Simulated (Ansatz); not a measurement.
The cell below belongs to a search over invented structures; it isn't taken from experiment.

Input and command of a plane-wave DFT calculation in Ansatz:

```yaml
crystal:
  lattice:
    - [0.0, 5.25065561, 5.57760479]
    - [4.36306503, 0.0, 5.57760479]
    - [4.36306503, 5.25065561, 0.0]
  atoms:
    - { symbol: Ge, position: [0.34791603, 0.34791603, 0.65208397] }
    - { symbol: Sb, position: [0.13852869, 0.81723758, 0.18276242] }
    - { symbol: Sb, position: [0.81723758, 0.13852869, 0.86147131] }
    - { symbol: Te, position: [0.37011152, 0.99076815, 0.62988848] }
    - { symbol: Te, position: [0.99076815, 0.37011152, 0.00923185] }
    - { symbol: Te, position: [0.9235806, 0.9235806, 0.5764194] }
    - { symbol: Te, position: [0.4235806, 0.4235806, 0.0764194] }
basis:
  ecutwfc: 420
kpoints:
  mp_grid: { grid: [3, 3, 3] }
hamiltonian:
  xc: pbe
scf:
  occupations: { method: gaussian, width: 0.2 }
  lower_state_search: "off"
output:
  forces: true
  stress: true
  eigenvalues: true
relax:
  adjacent_minimum: "off"
  f_tol: 0.08
  max_steps: 16
  cell: { stress_tol: 0.8 }
```

```bash
ansatz run input.yaml --threads 1 --pin off --max-ram 2560MiB --backend cpu --events-out ev --progress --plain --runs-dir out
```

Processor: Intel(R) Xeon(R) Processor @ 2.70GHz, 1 thread, on a host shared with other jobs.

How long does it run, and how much memory does it take?

About 4.5 min, peak memory 0.57 GiB. It solves 65 bands at 8 k points (after reduction by symmetry) with about 4681 plane waves (on the last cell), in 87 SCF iterations over 13 ionic steps.
